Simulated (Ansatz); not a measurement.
Input:

TaW$_{3}$:
Space group Fm-3m (No. 225); a = b = c = 6.317 Å, α = β = γ = 90.00°

```json
[
 {"atom": "Ta", "site": "4a", "symmetry": "m-3m", "x": "0.0000", "y": "0.0000", "z": "0.0000"},
 {"atom": "W", "site": "8c", "symmetry": "-43m", "x": "0.2500", "y": "0.2500", "z": "0.2500"},
 {"atom": "W", "site": "4b", "symmetry": "m-3m", "x": "0.5000", "y": "0.5000", "z": "0.5000"}
]
```
(The calculation used a cell of 4 atoms; values per cell refer to that cell.)

This is the LDA-relaxed structure.

### Question
All from LDA in the plane-wave PAW code Ansatz, unless another level is named. Estimate the density of states at the Fermi level.

### Answer
0.41 states/eV per atom (mean over ±0.08 eV).

### Question
Give the formation energy from the elements (no fitted shifts).

### Answer
-0.10 eV/atom.

The first step of the workflow began from a Materials Project structure, measured or hypothetical; the Crystallography Open Database copy checked does not list it. With Ta and W taken as one species the cell has the higher symmetry Im-3m, so it may be an ordered model of a mixed-site phase. Whether it is the stable phase at ambient conditions was not checked. The cell was relaxed with LDA under the symmetry of its start; of distortions, only those at the zone centre were tested. No spin polarisation was allowed. The references are the lowest solids computed at this level, not always the standard phases. Scalar-relativistic: spin–orbit coupling is off unless named, which matters more the heavier the elements.

Potentials: the earlier of the program's two PAW sets.
